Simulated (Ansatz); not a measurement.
The start is a generated trial cell of TiPd in the AFLOW prototype AB_hP2_187_d_a (B_h, as in WC). A full variable-cell relaxation at zero pressure is run with PBE (plane waves to 420 eV, PAW, scalar-relativistic; Ansatz, an electronic-structure program). The first steps use a coarse 11×11×10 k-mesh.

Initial structure:
```
CELL_PARAMETERS angstrom
      3.32023     0.00000     0.00000
     -1.66011     2.87540     0.00000
      0.00000     0.00000     3.24038
ATOMIC_POSITIONS crystal
  Ti 0.00000 0.00000 0.00000
  Pd 0.66667 0.33333 0.50000
```

Initial pressure: +22.2 GPa (positive: the cell is compressed)
Outcome: The space group stays P-6m2 (No. 187) (the run could not lower it), with 2 atoms in the primitive cell
Energy released: 0.26 eV/atom
Volume change: +2.8 %, from 15.47 to 15.90 Å³/atom
Shortest distances (start → end): The closest pairs of elements (up to four, under 3.6 Å), start → end: Pd–Ti 2.51 → 2.75 Å; Ti–Ti 3.24 → 2.90 Å; Pd–Pd 3.24 → 2.90 Å
Band gap at the end: no gap (metallic)
Optimiser moves: 22

Final structure:

```cif
data_PdTi
_chemical_formula_sum 'Ti1 Pd1'
_space_group_name_H-M_alt 'P-6m2'
_space_group_IT_number 187
_space_group_name_Hall 'P -6 2'
_cell_length_a 2.90133
_cell_length_b 2.90133
_cell_length_c 4.36324
_cell_angle_alpha 90.000
_cell_angle_beta 90.000
_cell_angle_gamma 120.000
loop_
_atom_site_label
_atom_site_type_symbol
_atom_site_symmetry_multiplicity
_atom_site_Wyckoff_symbol
_atom_site_fract_x
_atom_site_fract_y
_atom_site_fract_z
_atom_site_occupancy
Ti1 Ti 1 a 0.00000 0.00000 0.00000 1
Pd1 Pd 1 f 0.66667 0.33333 0.50000 1
```

Final values are on a 18×18×11 k-mesh of the relaxed cell. No spin polarisation in the result.

The run could not lose the symmetry of its start: the end is stationary, and may be a saddle point rather than a minimum.

All atoms sit on sites fixed by symmetry, so only the cell could relax.

The relaxed structure here is a generated cell of TiPd: the first start was made by placing the elements on the sites of a structure type, and the end was not matched to a known phase here, so it may be hypothetical.
